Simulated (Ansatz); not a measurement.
Space group Cmmm (No. 65). a = 5.826 Å, b = 8.061 Å, c = 2.969 Å, α = 90.00°, β = 90.00°, γ = 90.00°
| atom | site | symmetry | x | y | z |
| --- | --- | --- | --- | --- | --- |
| Ti | 2d | mmm | 0.0000 | 0.0000 | 0.5000 |
| Ti | 4e | ..2/m | 0.2500 | 0.7500 | 0.0000 |
| O | 4g | 2mm | 0.7628 | 0.0000 | 0.0000 |
| O | 4j | m2m | 0.5000 | 0.2411 | 0.5000 |

Equation of state of this Ti$_{3}$O$_{4}$ structure (not necessarily the ground state), with shape and atoms relaxed at each volume where symmetry leaves them free. It has no gap at any of these volumes. These are results of DFT PBEsol, scalar-relativistic, plane waves, PAW (Ansatz), not measurements.

Settings: cutoff 420 eV, Γ-centred mesh 8×8×12 on the computed 7-atom cell, Gaussian smearing of 0.10 eV; no spin polarisation.

```csv
V (Å³/atom),E − E(largest V) (meV/atom),P (GPa)
8.764,59.58,33.42
9.062,7.40,22.88
9.361,-26.64,13.95
9.660,-45.34,6.39
9.959,-51.08,-0.01
10.257,-45.83,-5.41
10.556,-31.32,-9.98
10.955,0.00,-14.98
```

Question: Fit a third-order Birch–Murnaghan equation to E(V).

Answer: V0 = 9.96 Å³/atom, B0 = 196 GPa, B0' = 4.6.

Spin polarisation was left out, and a magnetic state may lie lower.